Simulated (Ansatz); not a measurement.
Si:
```cif
data_Si8
_chemical_formula_sum 'Si8'
_space_group_name_H-M_alt 'I4/mmm'
_space_group_IT_number 139
_space_group_name_Hall '-I 4 2'
_cell_length_a 6.60436
_cell_length_b 6.60436
_cell_length_c 3.81569
_cell_angle_alpha 90.000
_cell_angle_beta 90.000
_cell_angle_gamma 90.000
loop_
_atom_site_label
_atom_site_type_symbol
_atom_site_symmetry_multiplicity
_atom_site_Wyckoff_symbol
_atom_site_fract_x
_atom_site_fract_y
_atom_site_fract_z
_atom_site_occupancy
Si1 Si 8 h 0.17880 0.17880 0.00000 1
```
(The calculation used a cell of 4 atoms; values per cell refer to that cell.)

Relaxed at zero pressure with LDA in the plane-wave PAW code Ansatz.

Q: The volume is lowered by 3 % and shape and atoms relax at that volume. What pressure results, and how do the axes share the change?

A: 2.9 GPa; a -1.1 %, b -1.1 %, c -0.8 %; the energy rises by 5 meV/atom.

Q: Give the new structure.

A: 
Space group I4/mmm (No. 139); a = b = 6.531 Å, c = 3.784 Å, α = β = γ = 90.00°

```
atom  site  symmetry       x       y       z
----  ----  --------  ------  ------  ------
Si      8h      m.2m  0.1791  0.1791  0.0000
```

The phase is kept; no other phase was compared at this pressure.

The first step of the workflow began from a Materials Project structure, measured or hypothetical; the Crystallography Open Database copy checked does not list it. It is not the phase usual at ambient conditions (space group No. 227). The cell was relaxed with LDA under the symmetry of its start; phonons on a q-mesh show no instability.

Potentials: the later of the program's two PAW sets.
